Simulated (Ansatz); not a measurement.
Total density of states per atom from DFT-PBEsol in the program Ansatz with PAW potentials, in 0.25 eV bins, energy from the Fermi level:

(E (eV), states/eV/atom): (-7.85, 0.05); (-7.60, 0.08); (-7.35, 0.94); (-7.10, 16.6); (-6.85, 2.67); (-6.60, 0.15); (-6.35, 0.15); (-6.10, 0.17); (-5.85, 0.19); (-5.60, 0.23); (-5.35, 0.33); (-5.10, 11.0); (-4.85, 17.3); (-4.60, 0.44); (-4.35, 0.57); (-4.10, 0.54); (-3.85, 0.29); (-3.60, 0.22); (-3.35, 0.19); (-3.10, 0.18); (-2.85, 0.19); (-2.60, 0.21); (-2.35, 0.24); (-2.10, 0.31); (-1.85, 0.55); (-1.60, 0.81); (-1.35, 0.66); (-1.10, 0.49); (-0.85, 0.44); (-0.60, 0.48); (-0.35, 0.66); (-0.10, 0.78); (0.15, 0.90); (0.40, 0.61); (0.65, 0.48); (0.90, 0.19); (1.15, 0.61); (1.40, 0.98); (1.65, 1.20); (1.90, 0.74); (2.15, 0.99); (2.40, 0.86); (2.65, 0.79); (2.90, 0.74); (3.15, 0.69); (3.40, 1.00); (3.65, 1.05); (3.90, 0.57); (4.15, 0.47); (4.40, 0.61); (4.65, 0.57); (4.90, 0.35)

### Question
Which compound is it?
A. SrCo2P2, I4/mmm (P on 4e, Sr on 2a, Co on 4d)
B. NiSe, NiAs type
C. LuZn, CsCl type
D. Tl2Pd, I4/mcm (Pd on 4a, Tl on 8h)

### Answer
C, LuZn, CsCl type. Within 0.5 eV of the Fermi level: Lu 5d 77 %, outside the projected shells 18 %. Projections are on Löwdin-orthogonalised atomic valence shells; empty p or d shells of many metals are not among them.

Space group Pm-3m (CsCl type). The workflow started from an entry of the Crystallography Open Database (COD). Its standing as an ambient phase is unchecked. The PBEsol relaxation kept the symmetry of its start; of distortions, only those at the zone centre were tested. Scalar-relativistic: spin–orbit coupling is off unless named, which matters more the heavier the elements.

Potentials: the later of the program's two PAW sets.
